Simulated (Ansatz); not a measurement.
## Eigenvalues along a path: Zr (sc type)

```xyz
1
Lattice="2.8724 0.0000 0.0000 0.0000 2.8724 0.0000 0.0000 0.0000 2.8724" Properties=species:S:1:pos:R:3 pbc="T T T"
Zr    0.0000    0.0000    0.0000
```

The cell comes from a relaxation on PAW files under the same functional, begun from a prototype that needn't be the stable phase.

All numbers are PBEsol results (scalar-relativistic) from Ansatz 0.2.0, with a Γ-centred 13×13×13 k mesh, Fermi–Dirac smearing of 0.1 eV, no spin polarisation. Methods: LAPW: all electrons, basis error target 1 meV/atom.

Path points, in fractions of the reciprocal vectors: Γ (0.000, 0.000, 0.000), X (0.000, 0.500, 0.000), M (0.500, 0.500, 0.000), R (0.500, 0.500, 0.500). The distance column jumps between branches of the path. Levels in eV from the Fermi level; bands 13 to 16, counted from the lowest band of the run. The gap is zero, the pressure -0.02 GPa.

```
# k(1/Å) point b13 b14 b15 b16
0.000 Γ -5.12 -1.78 -1.78 5.84
0.156 - -4.98 -1.74 -1.63 5.59
0.312 - -4.61 -1.63 -1.21 4.99
0.469 - -4.07 -1.46 -0.58 4.26
0.625 - -3.45 -1.27 0.07 3.59
0.781 - -2.81 -1.08 0.49 3.06
0.937 - -2.27 -0.94 0.54 2.72
1.094 X -2.03 -0.89 0.49 2.60
1.250 - -1.87 -0.75 0.13 2.64
1.406 - -1.52 -0.62 -0.27 2.72
1.562 - -1.43 -1.15 0.68 2.86
1.719 - -2.16 -0.83 1.98 3.01
1.875 - -2.73 -0.55 3.16 3.41
2.031 - -3.09 -0.35 3.26 3.41
2.187 M -3.21 -0.28 3.30 3.30
2.408 - -2.97 -0.42 3.34 3.40
2.629 - -2.40 -0.78 3.08 3.44
2.850 - -2.31 -0.80 1.58 2.43
3.071 - -3.13 -0.82 0.22 2.70
3.292 - -4.11 -1.28 -0.85 4.05
3.513 - -4.85 -1.65 -1.54 5.33
3.734 Γ -5.12 -1.78 -1.78 5.84
4.005 - -4.71 -1.50 -1.50 5.24
4.275 - -3.62 -0.71 -0.71 4.00
4.546 - -2.34 0.41 0.41 2.83
4.817 - -1.74 0.50 0.50 2.84
5.087 - -1.73 -0.58 -0.58 4.64
5.358 - -1.70 -1.37 -1.37 6.76
5.629 R -1.64 -1.64 -1.64 6.55
5.850 - -1.72 -1.50 -1.38 6.79
6.070 - -1.84 -1.08 -0.63 4.74
6.291 - -1.82 -0.41 0.33 2.87
6.512 - -1.52 0.34 0.46 1.30
6.733 - -0.92 -0.79 0.11 1.42
6.954 - -1.70 -0.63 -0.09 2.25
7.175 X -2.03 -0.89 0.49 2.60
8.722 R -1.64 -1.64 -1.64 6.55
8.878 - -1.75 -1.51 -1.51 6.81
9.035 - -2.02 -1.11 -1.11 5.28
9.191 - -2.37 -0.46 -0.46 3.49
9.347 - -2.70 0.41 0.41 1.93
9.503 - -2.97 0.74 1.46 1.46
9.659 - -3.15 -0.02 2.59 2.59
9.816 M -3.21 -0.28 3.30 3.30
```
